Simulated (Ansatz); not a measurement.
**Calculated with Ansatz: K4BiP2, relaxation**

The command:

```bash
ansatz run input.yaml --threads 2 --pin off --max-ram 3584MiB --backend cpu --events-out ev --progress --plain --runs-dir out
```

input.yaml:

```yaml
crystal:
  lattice:
    - [5.747888, 0.0, 0.0]
    - [-2.873944, 4.977817, 0.0]
    - [0.0, -3.318541, 8.617028]
  atoms:
    - { symbol: P, position: [0.07885, 0.1577, 0.23655] }
    - { symbol: P, position: [0.92115, 0.8423, 0.76345] }
    - { symbol: K, position: [0.37662, 0.75324, 0.12986] }
    - { symbol: K, position: [0.62338, 0.24676, 0.87014] }
    - { symbol: K, position: [0.20862, 0.41724, 0.62586] }
    - { symbol: K, position: [0.79138, 0.58276, 0.37414] }
    - { symbol: Bi, position: [0.0, 0.0, 0.0] }
  symmetry: { tolerance: 0.0003 }
kpoints:
  mp_grid: { grid: [6, 6, 6], shift: [0, 0, 0] }
magnetization:
  spin_polarized: false
scf:
  occupations: { method: fermi_dirac }
  lower_state_search: "off"
hamiltonian:
  pseudopotentials: { kind: paw }
  xc: r2scan
basis:
  ecutwfc: 500
  fft_grid_basis: typed
relax:
  max_steps: 40
  cell: { p_target: 0.0 }
  f_tol: 0.03
output:
  forces: true
  stress: true
  eigenvalues: true
  bader: true
  populations: true
  elf: true
  write_potential: true
  volumetric_format: npy
  dos:
    e_range: [-12, 8]
    de: 0.05
    projected: { site_lists: { Bi: [Bi], K: [K], P: [P] } }
checkpoint:
  read: saved_state
```

Origin of the cell: a known structure type with other elements, at an estimated volume, so it need not be a known compound.

The smearing width isn't typed, so it takes its default of 0.1 eV.

The saved state is a converged single point of the same cell.

Steps («new basis» is an SCF on plane waves selected anew at the same cell):

```tsv
step	ΔF (meV/atom)	max force component (eV/Å)	P (GPa)	volume (Å³)	SCF iterations	step was
1	0.0	12.966	11.59	246.55	8	accepted
2	-568.6	4.613	4.50	251.79	10	accepted
3	-739.8	2.318	2.44	256.44	9	accepted
4	-837.6	0.338	0.75	260.07	9	accepted
5	-844.8	0.076	0.14	263.60	8	accepted
6	-845.5	0.058	0.09	264.31	8	accepted
7	-846.0	0.010	-0.01	266.67	7	accepted
8	-846.4	0.010	-0.01	266.67	7	new basis
```

Before:

Space group R-3m (No. 166); the run's cell has a = 5.748 Å, b = 5.748 Å, c = 9.234 Å, α = 108.13°, β = 90.00°, γ = 120.00°. Shortest distances: Bi–P 2.04 Å, K–P 3.35 Å, Bi–K 3.50 Å.

The relaxed structure.

Space group R-3m (No. 166); the run's cell has a = 5.614 Å, b = 5.614 Å, c = 10.293 Å, α = 105.83°, β = 90.00°, γ = 120.00°. Shortest distances: Bi–P 2.74 Å, K–P 3.34 Å.

```yaml
crystal:
  lattice:
    - [5.61437, 0.00000, 0.00000]
    - [-2.80718, 4.86218, 0.00000]
    - [0.00000, -3.24145, 9.76899]
  atoms:
    - { symbol: P, position: [0.09337, 0.18674, 0.28011] }
    - { symbol: P, position: [0.90663, 0.81326, 0.71989] }
    - { symbol: K, position: [0.39257, 0.78514, 0.17770] }
    - { symbol: K, position: [0.60743, 0.21486, 0.82230] }
    - { symbol: K, position: [0.20737, 0.41473, 0.62210] }
    - { symbol: K, position: [0.79263, 0.58527, 0.37790] }
    - { symbol: Bi, position: [0.00000, 0.00000, 0.00000] }
```

```
Free energy lowered by                                                                 : 846.4 meV/atom
Volume change                                                                          : 8.16 %
Final pressure                                                                         : -0.01 GPa
Relaxation steps listed                                                                : 8
Formation energy (elements under the same functional, gases as molecules, uncorrected) : -0.230 eV/atom
```

Caveats: no moments, though an odd count or open d shells may carry them; no spin-orbit coupling, though heavy elements are present; the given cell is far from equilibrium, with atoms too close or a volume far off; the relaxation held the start's symmetry, so the end may be a saddle point.

It ran for 2.7 min on 2 threads of Intel(R) Xeon(R) 6975P-C (Granite Rapids), on a shared host, peak memory 1.4 GiB, from a saved density.
